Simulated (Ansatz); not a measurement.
Relaxed MoS2 (2H-MoS2 type, space group P6_3/mmc):

```yaml
crystal:
  lattice:
    - [3.14944, 0.00000, 0.00000]
    - [-1.57472, 2.72750, 0.00000]
    - [0.00000, 0.00000, 12.09150]
  atoms:
    - { symbol: Mo, position: [0.33333, 0.66667, 0.25000] }
    - { symbol: Mo, position: [0.66667, 0.33333, 0.75000] }
    - { symbol: S, position: [0.33333, 0.66667, 0.62050] }
    - { symbol: S, position: [0.66667, 0.33333, 0.12050] }
    - { symbol: S, position: [0.66667, 0.33333, 0.37950] }
    - { symbol: S, position: [0.33333, 0.66667, 0.87950] }
```

In each cell atom 6 (S, nearest neighbour Mo at 2.400 Å; its periodic images, 3.1 Å or more away, move with it) moves by s·(0.707, 0.707, 0.000) (along Cartesian [110]), the rest being held.

All values below come from PBE-D3(BJ) (plane waves to 420 eV, PAW, scalar-relativistic; Ansatz, a program for electronic structure). k mesh 10×10×3 (Γ-centred), Fermi-Dirac smearing 0.05 eV. E stands for the smeared free energy. MoS2 is run without spin polarisation. MoS2 was relaxed with its symmetry unable to fall. The PAW data are Ansatz's earlier set. ΔE is measured from the undisplaced structure.

```csv
s (Å),ΔE (meV/cell)
-0.240,302
-0.192,191
-0.144,106
-0.096,47
-0.048,12
0.000,0
0.048,11
0.096,44
0.144,97
0.192,170
0.240,261
```

### Question
What force constant k = d²E/ds² at s = 0 does the table give?

### Answer
9.9 eV/Å². It is the second difference of the nearest points, corrected with the next pair.

### Question
With k = 9.85 eV/Å² from the forces, is the well harmonic out to s = 0.240 Å?

### Answer
½ks² = 284 meV/cell against the computed 261 meV/cell, so the well is softer than harmonic there.

(For displaced atoms, the force is minus the slope of the energy, and its curvature is a force constant, which sets phonon frequencies.)
